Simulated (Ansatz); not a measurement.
How LaIn (Pm-3m) stiffens under pressure

```yaml
crystal:
  lattice:
    - [3.89583, 0.00000, 0.00000]
    - [0.00000, 3.89583, 0.00000]
    - [0.00000, 0.00000, 3.89583]
  atoms:
    - { symbol: La, position: [0.50000, 0.50000, 0.50000] }
    - { symbol: In, position: [0.00000, 0.00000, 0.00000] }
```

This is the zero-pressure cell. At each pressure cell and atoms are relaxed in this structure, and the constants are slopes of the stress at strains of ±0.005 with relaxed ions (the coefficients that govern stability under load). Level: PBEsol, PAW on Ansatz 0.2.0's default frozen-core files (fitted under PBE), scalar-relativistic; k mesh 12×12×12, strains of ±0.005, Fermi-Dirac smearing of 0.100 eV, cutoff 420 eV. P is the pressure of the relaxed cell, less that of this one.

```
P (GPa)    V/V₀  C11 (GPa)  C12 (GPa)  C44 (GPa)
   0.00  1.0000       62.4       48.9       39.3
   1.03  0.9817       66.6       53.2       41.7
   1.99  0.9659       70.4       57.2       43.8
   4.03  0.9364       78.1       65.3       47.9
   7.01       ?          ?          ?          ?
  10.03  0.8688       98.2       88.0       57.8
  15.03  0.8263      113.1      106.0       64.6
```

Problem. Does the bulk modulus from the constants agree with the pressure-volume curve?

Solution. A third-order Birch-Murnaghan fit to the volumes shown (F against f, f = [(V₀/V)^(2/3) − 1]/2) gives B₀ = 53.5 GPa and B′ = 4.1. Its −V dP/dV stands beside (C11 + 2C12)/3:

```
P (GPa)  from P(V)  from the constants
   0.00       53.5                53.4
   1.03       57.7                57.7
   1.99       61.5                61.6
   4.03       69.3                69.6
  10.03       91.6                91.4
  15.03      109.5               108.4
```

Problem. What are the pressure derivatives at zero pressure?

Solution. Slopes at V₀ of quadratic fits in −ln(V/V₀) through the first four rows shown, divided by B₀: dC11/dP = 4.1, dC12/dP = 4.2, dC44/dP = 2.4. The mean slopes up to 2.0 GPa are 4.0, 4.2, 2.2; curvature and scatter of the constants part the two. The combination (dC11/dP + 2 dC12/dP)/3 = 4.2 stands against B′.

Problem. Fill the row at 7.01 GPa.

Solution. Cubic fits in −ln(V/V₀) through all rows shown give C11 = 88.4, C12 = 76.8, C44 = 53.2 GPa. Computed: V/V₀ = 0.8999, C11 (GPa) = 88.4, C12 (GPa) = 76.8, C44 (GPa) = 53.2.

Problem. Does a shear stiffness soften?

Solution. C44 goes from 39.3 to 64.6 GPa; (C11 − C12)/2 goes from 6.8 to 3.5 GPa. (C11 − C12)/2 softens under pressure, though the lattice stays mechanically stable over this range.

Caveats: the structure is a database entry and needn't be the stable phase; no other phase was computed; many crystals of this kind change structure within this range, and rows or crossings beyond such a change describe a metastable lattice; frozen-core PAW files fitted under PBE, their cores solved anew for the functional of the run; responses of metals move with mesh and smearing; the softest shear constant rests on one k mesh, and a soft shear can herald a distortion on cooling; phonons weren't checked at these pressures.
